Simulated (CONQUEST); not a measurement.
CONQUEST run on Mo (I4/mmm, 2 atoms in the cell; from Materials Project mp-129, changed as shown): self-consistent single point.

Level of theory: PBE, numerical atomic orbitals double-zeta with polarisation (the shipped basis), PseudoDojo norm-conserving potentials made for PBE (CONQUEST).

The change in words: lattice vector c scaled by 0.99. Reference geometry (Im-3m):
```
Mo
1.0
    3.16762     0.00000     0.00000
    0.00000     3.16762     0.00000
    0.00000     0.00000     3.16762
Mo
2
Cartesian
  0.00000   0.00000   0.00000
  1.58381   1.58381   1.58381
```

Reference input (self-consistent single point, DFT, PBE, numerical atomic orbitals double-zeta with polarisation (the shipped basis), PseudoDojo norm-conserving potentials made for PBE): basis = DZP; Diag.MPMeshX, Y, Z = 5 5 5; potentials = PseudoDojo norm-conserving PBE; Grid.GridCutoff = 140 Ha; DM.SolutionMethod = diagon; Diag.SmearingType = 1; Diag.kT = 0.003675 Ha; Diag.GammaCentred = true; Diag.MPOrder = 0; minE.SCTolerance = 1.0e-06; SC.MaxIters = 100; SC.LinearMixingFactor = 0.5. This run's input differs from it in these lines:

```diff
@@ -34,3 +34,3 @@
      0.000000000      5.985934267      0.000000000
-     0.000000000      0.000000000      5.985934267
+     0.000000000      0.000000000      5.926075302
 2
```

Log, with long lists cut:

```
    new_SC_potl: Starting.  Tolerance:  0.10000E-05

    PulayMixSC: Starting Pulay mixing, A_up =  0.500 A_dn =  0.500
    PulayMixSC: Spin non-polarised calculation.
    PulayMixSC: with Kerker preconditioning, q0 =  0.100
          Harris-Foulkes Energy            :      -140.580303477508522 Ha
          GroundState Energy (kT --> 0)    :      -140.580656087017161 Ha
          Free Energy (E-TS)               :      -140.581008696525771 Ha
          DFT Total Energy                 :      -140.484044699719504 Ha
          Total number of electrons        :        27.999999999999662
   [... lines left out ...]
          Total number of electrons        :        28.000036388992623
    PulayMixSC: Pulay iteration     5 residual:              0.60854E-05
          Harris-Foulkes Energy            :      -140.525399132236089 Ha
          GroundState Energy (kT --> 0)    :      -140.526048966935491 Ha
          Free Energy (E-TS)               :      -140.526698801634893 Ha
          DFT Total Energy                 :      -140.525399132235293 Ha
          Total number of electrons        :        28.000036614991185
    PulayMixSC: Pulay iteration     6 residual:              0.22006E-06
    PulayMixSC: Reached SCF tolerance of  0.22006E-06 after      6 iterations
      | Number of electrons      =        28.000037
      |* band energy as 2Tr[K.H] =       -31.825859701722173 Ha
      |  screened ion-ion energy =      -111.242246890353030 Ha
      |  Ha correction           =         1.770962789398886 Ha
      |  XC correction           =         0.771741432397694 Ha
      | GS Energy with kT -> 0   =      -140.526048966935491 Ha
      | Free Energy as E-TS      =      -140.526698801634893 Ha
      |* Harris-Foulkes energy   =      -140.525399132236089 Ha
      |* DFT total energy        =      -140.525399132235293 Ha
      |  estimated accuracy      =        -0.000000000000796 Ha

    force: Forces on atoms (Ha/a0)
    force:  Atom   X              Y              Z
    force:     1   0.0000000000  -0.0000000000  -0.0000000000
    force:     2   0.0000000000   0.0000000000  -0.0000000000

    force: Maximum force :        0.00000000(Ha/a0) on atom         1 in z direction
    force: Force Residual:        0.00000000 Ha/a0
    force: Total stress:         -3.19895570    -3.19895570    -5.66086233 GPa
    force: Average pressure:      4.01959124 GPa

    force: Finished force
    get_E_and_F: Change in energy during last step of electronic optimisation:  0.49193E-07
```

The run converged in 6 iterations. CONQUEST prints the stress tensor with tension positive. Against the reference run the free energy goes up by 2.4 meV/atom and the pressure goes from 0.70 to 4.02 GPa.

The program uses no crystal symmetry, so grid and mesh can part values that symmetry would make equal. The atom-centred basis is finite, which shifts total energies and pressures against plane waves. The structure comes from a collection of computed structures, made at another level of theory; the collection holds predicted forms beside known ones. No clean gap shows at this smearing width and mesh (spacing up to 0.40 Å⁻¹); the mesh is coarse for partly filled bands, so the values carry mesh errors.

Cost on one core: around 40 core-seconds (rough).
